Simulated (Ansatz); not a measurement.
AlAs:
```yaml
crystal:
  lattice:
    - [0.00000, 2.86418, 2.86418]
    - [2.86418, 0.00000, 2.86418]
    - [2.86418, 2.86418, 0.00000]
  atoms:
    - { symbol: As, position: [0.75000, 0.75000, 0.75000] }
    - { symbol: Al, position: [0.00000, 0.00000, 0.00000] }
```

x, y and z are the axes in which the lattice vectors are written.

Problem. Give the proper piezoelectric stress tensor with relaxed ions from PBE in the plane-wave PAW code Ansatz.

Solution. In C/m², rows x, y, z, Voigt columns; mesh uncertainty up to 0.01.
```
0.00  0.00  0.00  0.11  0.00  0.00
0.00  0.00  0.00  0.00  0.11  0.00
0.00  0.00  0.00  0.00  0.00  0.11
```

The elastic tensor of the same run (GPa):

```csv
,1,2,3,4,5,6
1,104,48.9,48.9,0.0,0.0,0.0
2,48.9,104,48.9,0.0,0.0,0.0
3,48.9,48.9,104,0.0,0.0,0.0
4,0.0,0.0,0.0,51.3,0.0,0.0
5,0.0,0.0,0.0,0.0,51.3,0.0
6,0.0,0.0,0.0,0.0,0.0,51.3
```

Problem. Convert to strain constants d = e·S.

Solution. In pC/N:
```
0.0  0.0  0.0  2.2  0.0  0.0
0.0  0.0  0.0  0.0  2.2  0.0
0.0  0.0  0.0  0.0  0.0  2.2
```

Space group F-43m (zinc blende). The cell was relaxed with PBE under the symmetry of its start; phonons on a q-mesh show no instability.

Potentials: the later of the program's two PAW sets.
